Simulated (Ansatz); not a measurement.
A free-standing Janus 1T monolayer of HfSeTe, relaxed with r2SCAN in Ansatz 0.2.0. The sheet's in-plane cell has a = 3.893 Å, b = 3.893 Å (γ = 120.0°), and its outermost atoms lie 3.27 Å apart along the normal. Hf is surrounded by 3 Se at 2.67 Å and 3 Te at 2.89 Å; Se is surrounded by 3 Hf at 2.67 Å; Te is surrounded by 3 Hf at 2.89 Å.

The axes x, y and z are those of this cell:
```
Hf Se Te
1.0
     3.89252    0.00000    0.00000
    -1.94626    3.37102    0.00000
     0.00000    0.00000   31.07965
Hf Se Te
1 1 1
Direct
  0.00000 0.00000 0.29357
  0.33333 0.66667 0.34024
  0.66667 0.33333 0.23493
```
Two periodic directions, a and b.

Unstrained: The r2SCAN gap is indirect, 0.305 eV (Γ to M), below the direct gap of 1.024 eV at Γ. HSE06 gives an indirect gap of 0.562 eV, from Γ to M; the least direct gap is 1.392 eV at Γ. Meshes: r2SCAN 12×12×1, HSE06 6×6×1. Strains are changes of length per length. After each strain the atoms were relaxed again with r2SCAN in this cell and within any symmetry left, so distortions that break it or need a larger cell weren't tested; points keep the names that they have in the unstrained zone. Note: simulated data, non-magnetic, for a generated structure that need not be the stable one.

Question: Estimate what in-plane biaxial +3.0 % does to the gap.

Answer: r2SCAN: the gap goes from 0.305 to 0.695 eV (+0.390 eV). HSE06: the gap goes from 0.562 to 0.984 eV (+0.422 eV). The r2SCAN energy rises by 18.3 meV an atom.

Question: Estimate what uniaxial +4.0 % along x, other directions held does to the gap.

Answer: r2SCAN: the gap goes from 0.305 to 0.436 eV (+0.131 eV). The r2SCAN energy rises by 13.4 meV an atom.

Question: Estimate what uniaxial +2.5 % along y, other directions held does to the gap.

Answer: r2SCAN: the gap goes from 0.305 to 0.371 eV (+0.066 eV); the M points, equivalent before, split by 20 meV, and the conduction bottom lies at those like (0, 1/2, 0). The r2SCAN energy rises by 5.4 meV an atom.

No spin-orbit coupling is included; it can move band edges with weight on the heavy atoms by tenths of an eV.

The meshes of the hybrids are coarse, so their gaps aren't converged to the digits shown.

For some runs the program warns that the potential is rough where the density is thin, which bears on empty states near the vacuum.
